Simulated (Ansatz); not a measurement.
## Sb$_{2}$Ru: enthalpy under pressure, worked through

Method: DFT r2SCAN, scalar-relativistic, plane waves, PAW in Ansatz. (500 eV cutoff, 6×6×12 k-mesh, Gaussian smearing of 0.01 eV, no spin polarisation)

The relaxed crystal:

```yaml
crystal:
  lattice:
    - [5.97838, 0.00000, 0.00000]
    - [0.00000, 6.71389, 0.00000]
    - [0.00000, 0.00000, 3.21365]
  atoms:
    - { symbol: Sb, position: [0.18251, 0.35879, 0.00000] }
    - { symbol: Sb, position: [0.81749, 0.64121, 0.00000] }
    - { symbol: Sb, position: [0.68251, 0.14121, 0.50000] }
    - { symbol: Sb, position: [0.31749, 0.85879, 0.50000] }
    - { symbol: Ru, position: [0.00000, 0.00000, 0.00000] }
    - { symbol: Ru, position: [0.50000, 0.50000, 0.50000] }
```

Cell and atoms were relaxed at each target pressure within the start's symmetry (Pnnm), at zero temperature; other phases can be more stable under pressure. H = E + PV with P the target; E is the free energy at the smearing used, whose derivative the pressure is, per atom and counted from zero pressure. The mesh named is that at zero pressure; some other pressures ran on another.

Spin-orbit coupling is left out, which matters for the bands and energies of heavy elements.

```
P (GPa) V (Å³/atom) E − E0 (meV) H − H0 (meV)
      0       21.498           0.0           0.0
      1       21.338           0.5         133.7
      4       20.868           7.7         528.7
     12       19.854          57.2        1544.2
     25       18.640         194.6        3103.1
     50       17.054         556.7        5878.8
     90       15.441        1246.1        9919.8
```

Thermodynamics gives dH/dP = V along a relaxed path. Integrate V over P by the trapezoid rule and compare with the computed enthalpies.

With 1 eV/Å³ = 160.22 GPa, each step adds the mean volume times ΔP / 160.22:
```csv
P (GPa),∫V dP (meV),H − H0 (meV),difference (meV)
1,133.7,133.7,0.0
4,528.8,528.7,0.1
12,1545.5,1544.2,1.3
25,3107.2,3103.1,4.1
50,5891.9,5878.8,13.1
90,9948.3,9919.8,28.5
```

V(P) curves upward, so the trapezoid rule runs high; integrating a smooth curve through the same points (P as a polynomial of degree 4 in ln V) puts that excess at about 28.5 meV at 90 GPa, against the 28.5 meV found.

At 90 GPa, how much of the enthalpy change is stored energy and how much is the PV term?

E rises by 1246 meV/atom and PV is 90 × 15.441 / 160.22 = 8674 meV/atom, so PV makes 87 % of ΔH. So between rival structures at high pressure a small difference in volume can outweigh the difference in energy: 1 % of this volume is worth 86.7 meV/atom at this pressure.

What bulk modulus do the lowest pressures give, and how is the compression shared among the axes?

From the pressures that the runs reached, -0.98 GPa (21.677 Å³) and 0.98 GPa (21.338 Å³), B = −ΔP/Δln V = 1.96 / 0.0158 = 124 GPa, a mean over that range. The linear compressibilities −Δln(length)/ΔP are 1.86 along a, 2.59 along b, 3.59 along c (in TPa⁻¹). With fixed angles they add up to 1/B: 8.05 against 8.05. Softest: c, at 45 % of the volume change per axis.

The gap is 0.153 eV at -0.98 GPa and 0.150 eV at 0.98 GPa. What pressure coefficient and volume deformation potential follow?

dE_g/dP = -1.6 meV/GPa, and a_V = dE_g/d ln V = −B dE_g/dP = 0.20 eV. A gap that closes or barely moves under pressure is usual where the conduction edge lies away from the zone centre, has d character, or where the bands broaden faster than they shift. If the edges move to other points of the zone within the range, this is a mean of two slopes. Gaps are generalised Kohn–Sham gaps over the whole zone.